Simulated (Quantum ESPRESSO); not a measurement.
**Band energies of GaAlP₂**

```
CELL_PARAMETERS angstrom
      3.86073     0.00000     0.00000
      0.00000     3.86073     0.00000
      0.00000     0.00000     5.44669
ATOMIC_POSITIONS crystal
  Al 0.50000 0.50000 0.50000
  P  0.00000 0.50000 0.24987
  P  0.50000 0.00000 0.75013
  Ga 0.00000 0.00000 0.00000
```

PBEsol (Quantum ESPRESSO, PseudoDojo norm-conserving, 80 Ry, with spin-orbit coupling); path ΓXMΓZRAZ,XR,MA; energies in eV from the valence-band maximum.

```csv
k (1/Å),point,band 26,band 27,band 28,band 29,band 30,band 31,band 32,band 33
0.00,Γ,0.00,1.51,1.51,1.73,1.73,2.72,2.72,4.07
0.58,,-0.51,2.62,2.63,3.70,3.72,4.88,4.92,5.07
0.81,X,-1.06,3.27,3.27,3.44,3.44,5.70,5.70,5.89
1.28,,-2.33,2.34,2.35,2.52,2.52,2.92,2.93,3.57
1.63,M,-2.39,1.45,1.45,1.46,1.46,1.55,1.55,2.50
1.84,,-2.29,1.52,1.52,2.06,2.06,2.08,2.09,2.95
2.46,,-0.65,2.75,2.76,3.04,3.05,3.46,3.46,4.05
2.78,Γ,0.00,1.51,1.51,1.73,1.73,2.72,2.72,4.07
3.01,,-0.39,1.54,1.54,2.30,2.30,3.46,3.46,3.71
3.35,Z,-1.38,2.18,2.18,2.55,2.55,3.79,3.79,3.83
3.66,,-1.26,2.76,2.76,3.22,3.24,4.48,4.49,4.84
4.17,R,-0.89,1.64,1.64,2.64,2.64,4.47,4.47,4.52
4.78,,-2.52,3.92,3.93,4.17,4.18,4.75,4.79,5.04
4.98,A,-3.17,4.37,4.37,4.37,4.37,5.07,5.07,5.65
5.27,,-2.10,3.51,3.51,3.80,3.81,5.26,5.28,5.56
5.85,,-1.04,3.15,3.16,3.69,3.72,4.23,4.23,4.54
6.13,Z,-1.38,2.18,2.18,2.55,2.55,3.79,3.79,3.83
6.13,X,-1.06,3.27,3.27,3.44,3.44,5.70,5.70,5.89
6.23,,-1.05,3.22,3.22,3.44,3.44,5.28,5.28,5.53
6.71,R,-0.89,1.64,1.64,2.64,2.64,4.47,4.47,4.52
6.71,M,-2.39,1.45,1.45,1.46,1.46,1.55,1.55,2.50
7.29,A,-3.17,4.37,4.37,4.37,4.37,5.07,5.07,5.65
```

The PBEsol gap is indirect, 1.44 eV, from Γ to 9 % of the way from M to Γ; the smallest direct gap is 1.51 eV. Another conduction extremum on the path lies within 0.02 eV, too close to call.

Geometry relaxed with PBEsol.

The structure is a Materials Project entry; no match was found in the copy of COD used, and its stability was not checked.
